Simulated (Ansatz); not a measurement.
This guess for ZnIrC4N4 is about to be relaxed.

```cif
data_structure
_symmetry_space_group_name_H-M 'P 1'
_symmetry_Int_Tables_number 1
_cell_length_a 5.8826
_cell_length_b 5.8826
_cell_length_c 5.8826
_cell_angle_alpha 90.000
_cell_angle_beta 90.000
_cell_angle_gamma 90.000
_cell_volume 203.57
loop_
_atom_site_label
_atom_site_type_symbol
_atom_site_fract_x
_atom_site_fract_y
_atom_site_fract_z
_atom_site_occupancy
Zn1 Zn 0.00000 0.00000 0.00000 1
Ir1 Ir 0.50000 0.50000 0.50000 1
C1 C 0.18814 0.18814 0.18814 1
C2 C 0.18814 0.81186 0.81186 1
C3 C 0.81186 0.18814 0.81186 1
C4 C 0.81186 0.81186 0.18814 1
N1 N 0.30297 0.30297 0.30297 1
N2 N 0.30297 0.69703 0.69703 1
N3 N 0.69703 0.30297 0.69703 1
N4 N 0.69703 0.69703 0.30297 1
```

These are results of DFT PBE, scalar-relativistic, plane waves, PAW in Ansatz, not measurements. Cutoff 420 eV, Gaussian smearing, Γ-centred meshes. Cell and atoms relax first on a coarse mesh and then on a converged one. In between, the cell is made exact in the group found at 0.06 Å. The steps can't lower the symmetry of their start. Collinear spin, starting moments Ir 1.0 μB.

A guess keeps its type if space group and coordination stay and the shape of the cell changes little (axis ratios within about 15 %, angles within 6°); the volume may change.

**Question.** Will the relaxed cell still be of the starting type?

**Answer.** It keeps its type. The symmetry stays P-43m (No. 215). The volume per atom grows by 6.1 %, from 20.4 to 21.6 Å³. The shortest distance stays 1.17 Å (C–N). Counting neighbours within 15 % of an atom's shortest distance, the start has C 1, Ir 4, N 1, Zn 4 and the end C 1, Ir 4, N 1, Zn 4.

Energies over the elements count from the elements' standard structures at the same level (N₂ as a molecule), with no fitted energy shifts.

**Question.** At what energy does it end?

**Answer.** +0.682 eV/atom. It can't be a ground state, since the elements alone are lower.

The last run used collinear spin, a 6×6×6 mesh for its 10-atom cell and Gaussian smearing of 0.02 eV. Spin–orbit coupling, which can matter for Ir, is left out. The reference form of C is held partly by dispersion forces, which this level lacks. The magnetic state reached may not be the lowest. A structure relaxed within its symmetry needn't be a true minimum.
